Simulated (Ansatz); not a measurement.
Ansatz (a first-principles code) input:

Ansatz 0.2 input:
```yaml
crystal:
  lattice:
    - [5.4849793712, 0.0, 0.0]
    - [0.0, 5.4849793712, 0.0]
    - [0.0, 0.0, 3.9540494686]
  atoms:
    - { symbol: Na, position: [0.0, 0.5, 0.5] }
    - { symbol: Na, position: [0.5, 0.0, 0.5] }
    - { symbol: Ta, position: [0.0, 0.0, 0.0] }
    - { symbol: Ta, position: [0.5, 0.5, 0.0] }
    - { symbol: O, position: [0.6996060073, 0.1996060073, 0.0] }
    - { symbol: O, position: [0.3003939927, 0.8003939927, 0.0] }
    - { symbol: O, position: [0.8003939927, 0.6996060073, 0.0] }
    - { symbol: O, position: [0.1996060073, 0.3003939927, 0.0] }
    - { symbol: O, position: [0.0, 0.0, 0.5] }
    - { symbol: O, position: [0.5, 0.5, 0.5] }
kpoints:
  mp_grid: { grid: [5, 5, 7] }
hamiltonian:
  xc: pbesol
  pseudopotentials: { kind: paw }
scf:
  occupations: { method: fixed }
elastic: { mode: relaxed_ion, stencil: two_point, amplitude: 0.005, f_tol: 0.0005 }
```

Output (shortened):

```
Pseudopotential: Na, paw, valence charge 9
Pseudopotential: Ta, paw, valence charge 13
Pseudopotential: O, paw, valence charge 6
Functional definition: PBEsol
Crystal: 10 atoms, lattice volume = 118.958 Å³
Basis set: ecut = 420 eV, 2353 PW (Γ), exchange–correlation on 80×80×54 points (8 copies of the dense FFT grid, shifted against one another)
Bands: 50, of which v1, the nominal top of the filled ones, is band 40 counted from 1 (39 counted from 0)
Symmetry: 16 space group operations
Space group: P4/mbm (ITA 127), of the structure as read, at distance tolerance 4.9e-5 Å
k-points: 24 of 175
SCF 1 converged in 13 iterations: F = -25941.405301 eV  dr2 = 9.34e-15
Crystal: 10 atoms, lattice volume = 118.363 Å³
Basis set: ecut = 420 eV, 2337 PW (Γ), exchange–correlation on 80×80×54 points (8 copies of the dense FFT grid, shifted against one another)
Symmetry: 8 space group operations
k-points: 36 of 175
SCF 2 converged in 13 iterations: F = -25941.401926 eV  dr2 = 1.39e-14
relax step   1: F+E_penalty+E_count = -25941.40192641 eV  Δ(F+E_penalty+E_count) = +0.000e0 eV  max|allowed force component| = 5.519e-2 eV/Å  Δτ_max = 0.0000 Å  (13 SCF iters, accepted)
Crystal: 10 atoms, lattice volume = 118.363 Å³
SCF 3 converged in 11 iterations: F = -25941.402774 eV  dr2 = 8.76e-15
relax step   2: F+E_penalty+E_count = -25941.40277375 eV  Δ(F+E_penalty+E_count) = -8.473e-4 eV  max|allowed force component| = 2.783e-2 eV/Å  Δτ_max = 0.0058 Å  (11 SCF iters, accepted)
Crystal: 10 atoms, lattice volume = 118.363 Å³
SCF 4 converged in 11 iterations: F = -25941.403148 eV  dr2 = 1.73e-14
relax step   3: F+E_penalty+E_count = -25941.40314844 eV  Δ(F+E_penalty+E_count) = -3.747e-4 eV  max|allowed force component| = 3.348e-3 eV/Å  Δτ_max = 0.0079 Å  (11 SCF iters, accepted)
Crystal: 10 atoms, lattice volume = 118.363 Å³
SCF 5 converged in 9 iterations: F = -25941.403151 eV  dr2 = 3.77e-14
relax step   4: F+E_penalty+E_count = -25941.40315066 eV  Δ(F+E_penalty+E_count) = -2.217e-6 eV  max|allowed force component| = 2.226e-4 eV/Å  Δτ_max = 0.0005 Å  (9 SCF iters, accepted)
Crystal: 10 atoms, lattice volume = 118.363 Å³
SCF 6 converged in 10 iterations: F = -25941.403151 eV  dr2 = 2.36e-14
Crystal: 10 atoms, lattice volume = 119.552 Å³
Basis set: ecut = 420 eV, 2357 PW (Γ), exchange–correlation on 80×80×54 points (8 copies of the dense FFT grid, shifted against one another)
SCF 7 converged in 12 iterations: F = -25941.401943 eV  dr2 = 9.78e-14
relax step   1: F+E_penalty+E_count = -25941.40194265 eV  Δ(F+E_penalty+E_count) = +0.000e0 eV  max|allowed force component| = 5.235e-2 eV/Å  Δτ_max = 0.0000 Å  (12 SCF iters, accepted)
Crystal: 10 atoms, lattice volume = 119.552 Å³
SCF 8 converged in 11 iterations: F = -25941.403171 eV  dr2 = 5.34e-14
relax step   2: F+E_penalty+E_count = -25941.40317121 eV  Δ(F+E_penalty+E_count) = -1.229e-3 eV  max|allowed force component| = 3.767e-3 eV/Å  Δτ_max = 0.0129 Å  (11 SCF iters, accepted)
Crystal: 10 atoms, lattice volume = 119.552 Å³
SCF 9 converged in 9 iterations: F = -25941.403179 eV  dr2 = 9.94e-14
relax step   3: F+E_penalty+E_count = -25941.40317924 eV  Δ(F+E_penalty+E_count) = -8.033e-6 eV  max|allowed force component| = 2.637e-4 eV/Å  Δτ_max = 0.0011 Å  (9 SCF iters, accepted)
Crystal: 10 atoms, lattice volume = 119.552 Å³
SCF 10 converged in 10 iterations: F = -25941.403179 eV  dr2 = 7.88e-15
Crystal: 10 atoms, lattice volume = 118.363 Å³
SCF 11 converged in 13 iterations: F = -25941.400749 eV  dr2 = 2.28e-14
relax step   1: F+E_penalty+E_count = -25941.40074947 eV  Δ(F+E_penalty+E_count) = +0.000e0 eV  max|allowed force component| = 3.361e-3 eV/Å  Δτ_max = 0.0000 Å  (13 SCF iters, accepted)
Crystal: 10 atoms, lattice volume = 118.363 Å³
SCF 12 converged in 10 iterations: F = -25941.400759 eV  dr2 = 7.05e-15
relax step   2: F+E_penalty+E_count = -25941.40075932 eV  Δ(F+E_penalty+E_count) = -9.842e-6 eV  max|allowed force component| = 1.925e-3 eV/Å  Δτ_max = 0.0007 Å  (10 SCF iters, accepted)
Crystal: 10 atoms, lattice volume = 118.363 Å³
SCF 13 converged in 10 iterations: F = -25941.400764 eV  dr2 = 1.32e-14
relax step   3: F+E_penalty+E_count = -25941.40076410 eV  Δ(F+E_penalty+E_count) = -4.786e-6 eV  max|allowed force component| = 9.841e-6 eV/Å  Δτ_max = 0.0009 Å  (10 SCF iters, accepted)
Crystal: 10 atoms, lattice volume = 118.363 Å³
SCF 14 converged in 10 iterations: F = -25941.400764 eV  dr2 = 3.95e-14
Crystal: 10 atoms, lattice volume = 119.552 Å³
Basis set: ecut = 420 eV, 2361 PW (Γ), exchange–correlation on 80×80×54 points (8 copies of the dense FFT grid, shifted against one another)
SCF 15 converged in 13 iterations: F = -25941.400860 eV  dr2 = 7.23e-15
relax step   1: F+E_penalty+E_count = -25941.40086034 eV  Δ(F+E_penalty+E_count) = +0.000e0 eV  max|allowed force component| = 4.187e-3 eV/Å  Δτ_max = 0.0000 Å  (13 SCF iters, accepted)
Crystal: 10 atoms, lattice volume = 119.552 Å³
SCF 16 converged in 10 iterations: F = -25941.400883 eV  dr2 = 2.63e-14
relax step   2: F+E_penalty+E_count = -25941.40088330 eV  Δ(F+E_penalty+E_count) = -2.296e-5 eV  max|allowed force component| = 7.399e-5 eV/Å  Δτ_max = 0.0019 Å  (10 SCF iters, accepted)
Crystal: 10 atoms, lattice volume = 119.552 Å³
SCF 17 converged in 10 iterations: F = -25941.400883 eV  dr2 = 2.16e-14
Crystal: 10 atoms, lattice volume = 118.957 Å³
Basis set: ecut = 420 eV, 2347 PW (Γ), exchange–correlation on 80×80×54 points (8 copies of the dense FFT grid, shifted against one another)
Symmetry: 4 space group operations
k-points: 54 of 175
SCF 18 converged in 12 iterations: F = -25941.404530 eV  dr2 = 4.42e-15
relax step   1: F+E_penalty+E_count = -25941.40452981 eV  Δ(F+E_penalty+E_count) = +0.000e0 eV  max|allowed force component| = 4.143e-3 eV/Å  Δτ_max = 0.0000 Å  (12 SCF iters, accepted)
Crystal: 10 atoms, lattice volume = 118.957 Å³
SCF 19 converged in 9 iterations: F = -25941.404536 eV  dr2 = 2.55e-14
relax step   2: F+E_penalty+E_count = -25941.40453570 eV  Δ(F+E_penalty+E_count) = -5.894e-6 eV  max|allowed force component| = 1.070e-3 eV/Å  Δτ_max = 0.0006 Å  (9 SCF iters, accepted)
Crystal: 10 atoms, lattice volume = 118.957 Å³
SCF 20 converged in 9 iterations: F = -25941.404536 eV  dr2 = 2.98e-14
relax step   3: F+E_penalty+E_count = -25941.40453616 eV  Δ(F+E_penalty+E_count) = -4.626e-7 eV  max|allowed force component| = 7.516e-5 eV/Å  Δτ_max = 0.0002 Å  (9 SCF iters, accepted)
Crystal: 10 atoms, lattice volume = 118.957 Å³
SCF 21 converged in 10 iterations: F = -25941.404536 eV  dr2 = 2.93e-14
Crystal: 10 atoms, lattice volume = 118.957 Å³
SCF 22 converged in 12 iterations: F = -25941.404530 eV  dr2 = 4.60e-15
relax step   1: F+E_penalty+E_count = -25941.40452981 eV  Δ(F+E_penalty+E_count) = +0.000e0 eV  max|allowed force component| = 4.143e-3 eV/Å  Δτ_max = 0.0000 Å  (12 SCF iters, accepted)
Crystal: 10 atoms, lattice volume = 118.957 Å³
SCF 23 converged in 9 iterations: F = -25941.404536 eV  dr2 = 3.26e-14
relax step   2: F+E_penalty+E_count = -25941.40453601 eV  Δ(F+E_penalty+E_count) = -6.198e-6 eV  max|allowed force component| = 3.652e-4 eV/Å  Δτ_max = 0.0007 Å  (9 SCF iters, accepted)
Crystal: 10 atoms, lattice volume = 118.957 Å³
SCF 24 converged in 10 iterations: F = -25941.404536 eV  dr2 = 2.35e-14
Crystal: 10 atoms, lattice volume = 118.957 Å³
Basis set: ecut = 420 eV, 2345 PW (Γ), exchange–correlation on 80×80×54 points (8 copies of the dense FFT grid, shifted against one another)
SCF 25 converged in 14 iterations: F = -25941.403400 eV  dr2 = 8.41e-15
relax step   1: F+E_penalty+E_count = -25941.40340043 eV  Δ(F+E_penalty+E_count) = +0.000e0 eV  max|allowed force component| = 1.419e-2 eV/Å  Δτ_max = 0.0000 Å  (14 SCF iters, accepted)
Crystal: 10 atoms, lattice volume = 118.957 Å³
SCF 26 converged in 10 iterations: F = -25941.403468 eV  dr2 = 7.73e-14
relax step   2: F+E_penalty+E_count = -25941.40346836 eV  Δ(F+E_penalty+E_count) = -6.794e-5 eV  max|allowed force component| = 2.539e-3 eV/Å  Δτ_max = 0.0021 Å  (10 SCF iters, accepted)
Crystal: 10 atoms, lattice volume = 118.957 Å³
SCF 27 converged in 9 iterations: F = -25941.403470 eV  dr2 = 5.65e-14
relax step   3: F+E_penalty+E_count = -25941.40347047 eV  Δ(F+E_penalty+E_count) = -2.109e-6 eV  max|allowed force component| = 4.489e-5 eV/Å  Δτ_max = 0.0003 Å  (9 SCF iters, accepted)
Crystal: 10 atoms, lattice volume = 118.957 Å³
SCF 28 converged in 10 iterations: F = -25941.403470 eV  dr2 = 3.06e-14
Crystal: 10 atoms, lattice volume = 118.957 Å³
SCF 29 converged in 14 iterations: F = -25941.403400 eV  dr2 = 8.49e-15
relax step   1: F+E_penalty+E_count = -25941.40340043 eV  Δ(F+E_penalty+E_count) = +0.000e0 eV  max|allowed force component| = 1.419e-2 eV/Å  Δτ_max = 0.0000 Å  (14 SCF iters, accepted)
Crystal: 10 atoms, lattice volume = 118.957 Å³
SCF 30 converged in 10 iterations: F = -25941.403470 eV  dr2 = 5.47e-14
relax step   2: F+E_penalty+E_count = -25941.40347047 eV  Δ(F+E_penalty+E_count) = -7.004e-5 eV  max|allowed force component| = 8.787e-5 eV/Å  Δτ_max = 0.0018 Å  (10 SCF iters, accepted)
Crystal: 10 atoms, lattice volume = 118.957 Å³
SCF 31 converged in 10 iterations: F = -25941.403470 eV  dr2 = 3.00e-14
SCF converged after 13 iterations
Free energy (F): -25941.405301 eV
Harris-Foulkes:  -25941.405301 eV  (|F-HF|=1.09e-11)
Internal energy: -25941.405301 eV  (E = F + TS)
E sigma→0 (E₀):  -25941.405301 eV
Fermi energy:    7.813216 eV
--- Per-component energies (eV) ---
  E_band       = -793.311574
  E_kinetic    = 2019.297166
  E_local      = -5813.258394  (includes V_loc(G=0)·N_el)
  E_nonlocal   = 555.170435
  E_hartree    = 2017.941637
  E_xc         = -947.402545
  E_vxc        = -1067.137276  (∫ρ·V_xc dr)
  E_paw        = -17966.837480  (= ΣΔE_a)
  E_vpaw       = -523.281008  (= ΣTr[D̂ρ^β])
  E_aug_tail   = 0.014227  (compensation charges beyond the density's cutoff)
  E_ewald      = -5807.078755
  E_core_change = 0.748408  (= ΣΔE_core)
  E_smearing   =  0.000000  (= −TS)
  E_closure    =  0.000000  (closes the sum)
  Σ components = -25941.405301   (vs F -25941.405301, Δ=0.00e0)
--- Forces (eV/Å), atoms counted from 1 ---
  atom   1  Na     0.00000000     0.00000000     0.00000000
  atom   2  Na     0.00000000     0.00000000     0.00000000
  atom   3  Ta     0.00000000     0.00000000     0.00000000
  atom   4  Ta     0.00000000     0.00000000     0.00000000
  atom   5  O      0.00034710     0.00034710     0.00000000
  atom   6  O     -0.00034710    -0.00034710     0.00000000
  atom   7  O     -0.00034710     0.00034710     0.00000000
  atom   8  O      0.00034710    -0.00034710     0.00000000
  atom   9  O      0.00000000     0.00000000     0.00000000
  atom  10  O      0.00000000     0.00000000     0.00000000
  max |Σ_I F_I| component: 4.34e-19 eV/Å
--- Stress (GPa, compression-positive) ---
        0.011777       0.000000       0.000000
        0.000000       0.011777       0.000000
        0.000000       0.000000      -0.006142
  P = ⅓ Tr σ = 0.0058 GPa (0.058 kbar)
--- Band table (eV; the first three rows and the last of 24) ---
  k-point 0: bands = ["-59.4308", "-59.4293", "-41.3703", "-41.3695", "-26.1017", "-26.1017", "-26.0162", "-26.0067", "-25.9917", "-25.9917", "-13.4949", "-13.4949", "-13.4601", "-13.4601", "-13.4382", "-13.4344", "-9.8193", "-9.2282", "-9.0028", "-8.9995", …
  k-point 1: bands = ["-59.4308", "-59.4292", "-41.3703", "-41.3694", "-26.1007", "-26.1007", "-26.0354", "-26.0258", "-25.9909", "-25.9909", "-13.4945", "-13.4945", "-13.4588", "-13.4588", "-13.4472", "-13.4398", "-9.7201", "-9.0172", "-8.9908", "-8.8778", …
  k-point 2: bands = ["-59.4306", "-59.4290", "-41.3701", "-41.3693", "-26.0987", "-26.0987", "-26.0783", "-26.0682", "-25.9891", "-25.9891", "-13.4936", "-13.4936", "-13.4673", "-13.4559", "-13.4559", "-13.4518", "-9.5567", "-8.9713", "-8.4980", "-8.4951", …
  k-point 23: bands = ["-59.4297", "-59.4296", "-41.3696", "-41.3695", "-26.1077", "-26.1067", "-26.1021", "-26.0918", "-25.9942", "-25.9836", "-13.4966", "-13.4959", "-13.4653", "-13.4633", "-13.4542", "-13.4535", "-9.1737", "-9.0544", "-8.0881", "-8.0321", …
--- Elastic constants: 4 strain directions × 2 members + reference (group order 16) ---
  dense FFT box of the reference and of every strained cell: 40×40×27
  strains applied: 11, 33, 23, 12; error gains …
  C = ∂σ_k/∂η_j (tension-positive GPa; Voigt order 11 22 33 23 13 12):
       233.328     71.585     64.191      0.000      0.000      0.000
        71.585    233.328     64.191      0.000      0.000      0.000
        64.144     64.144    489.108      0.000      0.000      0.000
         0.000      0.000      0.000     88.222      0.000      0.000
         0.000      0.000      0.000      0.000     88.222      0.000
         0.000      0.000      0.000      0.000      0.000    189.935
  reference stress σ⁰ (GPa):     -0.012     -0.012      0.006      0.000      0.000      0.000
  moduli (Voigt/Reuss/Hill, GPa): K = 150.62/137.27/143.95   G = 123.67/107.03/115.35   E = 273.10   ν = 0.184
  mechanically stable: yes (min eigenvalue of sym C = 88.22 GPa)
  strain η (Voigt 11):  stress-route row diagonal C_11 = 233.33 GPa, energy-path curvature d²(F+E_count+ΔE)/dδ²/Ω₀ = 233.37 GPa
         δ    σ_11 (GPa)             F (eV)   n_scf  n_hpsi   n_pw
    -5.000e-3      -1.1954      -25941.4031507      10   31310   2337   relax 4 steps, max|allowed force component| 2.23e-4 eV/Å
     5.000e-3       1.1379      -25941.4031792      10   31310   2357   relax 3 steps, max|allowed force component| 2.64e-4 eV/Å
  strain η (Voigt 33):  stress-route row diagonal C_33 = 489.11 GPa, energy-path curvature d²(F+E_count+ΔE)/dδ²/Ω₀ = 488.60 GPa
         δ    σ_33 (GPa)             F (eV)   n_scf  n_hpsi   n_pw
    -5.000e-3      -2.5093      -25941.4007641      10   20985   2337   relax 3 steps, max|allowed force component| 9.84e-6 eV/Å
     5.000e-3       2.3818      -25941.4008833      10   20874   2361   relax 2 steps, max|allowed force component| 7.40e-5 eV/Å
  strain η (Voigt 23):  stress-route row diagonal C_44 = 88.22 GPa, energy-path curvature d²(F+E_count+ΔE)/dδ²/Ω₀ = 88.22 GPa
         δ    σ_23 (GPa)             F (eV)   n_scf  n_hpsi   n_pw
    -5.000e-3      -0.4411      -25941.4045362      10   47032   2347   relax 3 steps, max|allowed force component| 7.52e-5 eV/Å
     5.000e-3       0.4411      -25941.4045360      10   47083   2347   relax 2 steps, max|allowed force component| 3.65e-4 eV/Å
  strain η (Voigt 12):  stress-route row diagonal C_66 = 189.94 GPa, energy-path curvature d²(F+E_count+ΔE)/dδ²/Ω₀ = 190.03 GPa
         δ    σ_12 (GPa)             F (eV)   n_scf  n_hpsi   n_pw
    -5.000e-3      -0.9497      -25941.4034705      10   31363   2345   relax 3 steps, max|allowed force component| 4.49e-5 eV/Å
     5.000e-3       0.9497      -25941.4034705      10   31371   2345   relax 2 steps, max|allowed force component| 8.79e-5 eV/Å
```

Cost: very roughly 11 core-minutes on shared cores.

The workflow started from a Materials Project entry (that database holds measured and hypothetical structures alike); the Crystallography Open Database files this formula in space group No. 127, but the cells were not matched. Whether it is the stable phase at ambient conditions was not checked. Symmetry was held in the PBEsol relaxation; its stability against distortions is not shown here. No spin polarisation was allowed. Scalar-relativistic: spin–orbit coupling is off unless named, which matters more the heavier the elements.

Potentials: the later of the program's two PAW sets.

Ansatz is a plane-wave DFT program.
